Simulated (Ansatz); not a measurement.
Ga₂S₃:
```
CELL_PARAMETERS angstrom
      5.62680     3.22886     0.00000
     -5.62680     3.22886     0.00000
     -3.64436     0.00000     6.04646
ATOMIC_POSITIONS crystal
  Ga 0.86327 0.26946 0.38052
  Ga 0.73054 0.13673 0.88052
  Ga 0.55348 0.64162 0.37068
  Ga 0.35838 0.44652 0.87068
  S  0.57298 0.25294 0.49745
  S  0.74706 0.42702 0.99745
  S  0.24007 0.58574 0.48796
  S  0.41426 0.75993 0.98796
  S  0.08818 0.09024 0.01437
  S  0.90976 0.91182 0.51437
```

x, y and z are the axes in which the lattice vectors are written.

### Question
Give the proper piezoelectric stress tensor with relaxed ions from r²SCAN (plane waves, PAW; program Ansatz).

### Answer
In C/m², rows x, y, z, Voigt columns; mesh uncertainty up to 0.01.
```
 0.16   0.06  -0.09   0.00   0.08   0.00
 0.00   0.00   0.00   0.12   0.00   0.02
-0.11  -0.16   0.11   0.00  -0.08   0.00
```

The elastic tensor of the same run (GPa):

```
      1     2     3     4     5     6
-  ----  ----  ----  ----  ----  ----
1  59.7  19.2  16.8   0.0  -4.6   0.0
2  19.2  64.6  21.8   0.0  -0.4   0.0
3  16.8  21.8   113   0.0  -6.5   0.0
4   0.0   0.0   0.0  27.4   0.0  -2.1
5  -4.6  -0.4  -6.5   0.0  26.4   0.0
6   0.0   0.0   0.0  -2.1   0.0  23.5
```

### Question
Convert to strain constants d = e·S.

### Answer
In pC/N:
```
 3.1   0.5  -1.1   0.0   3.4   0.0
 0.0   0.0   0.0   4.6   0.0   1.3
-1.7  -2.5   1.5   0.0  -3.2   0.0
```

Space group Cc. The workflow started from a Materials Project entry (that database holds measured and hypothetical structures alike); the Crystallography Open Database files this formula in space group No. 9, but the cells were not matched. Its standing as an ambient phase is unchecked. The r²SCAN relaxation kept the symmetry of its start; its stability against distortions is not shown here. Signs of piezoelectric constants follow the polarity of the cell as given.

Potentials: the later of the program's two PAW sets.
